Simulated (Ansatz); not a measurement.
Co$_{2}$N:
```cif
data_Co4N2
_chemical_formula_sum 'Co4 N2'
_space_group_name_H-M_alt 'Pnnm'
_space_group_IT_number 58
_space_group_name_Hall '-P 2 2n'
_cell_length_a 4.22344
_cell_length_b 4.48405
_cell_length_c 2.79121
_cell_angle_alpha 90.000
_cell_angle_beta 90.000
_cell_angle_gamma 90.000
loop_
_atom_site_label
_atom_site_type_symbol
_atom_site_symmetry_multiplicity
_atom_site_Wyckoff_symbol
_atom_site_fract_x
_atom_site_fract_y
_atom_site_fract_z
_atom_site_occupancy
Co1 Co 4 g 0.26981 0.32459 0.00000 1
N1 N 2 a 0.00000 0.00000 0.00000 1
```

Relaxed with PBEsol.

Q: Tabulate the valence density and the electron localisation function along the shortest Co–N contact (1.85 Å), PBEsol (plane waves, PAW; program Ansatz).

A: 

```csv
distance from Co (Å),density (e/Å³),ELF
0.18,40.52,0.97
0.28,27.11,0.94
0.37,16.18,0.85
0.46,9.01,0.69
0.55,4.89,0.48
0.65,2.74,0.31
0.74,1.66,0.22
0.83,1.14,0.20
0.92,0.95,0.27
1.02,0.99,0.46
1.11,1.18,0.67
1.20,1.51,0.78
1.29,1.98,0.78
1.39,2.56,0.72
1.48,3.11,0.58
1.57,3.46,0.36
1.66,3.58,0.15
```

The density is the valence pseudo-density with augmentation charge, so density and ELF within about 1 Å of a nucleus are not all-electron values.

The workflow started from an entry of the Crystallography Open Database (COD). Whether it is the stable phase at ambient conditions was not checked. The cell was relaxed with PBEsol under the symmetry of its start; whether a distortion lowers the energy is not shown. The workflow began spin-polarised and lost its moments.

Potentials: the later of the program's two PAW sets.
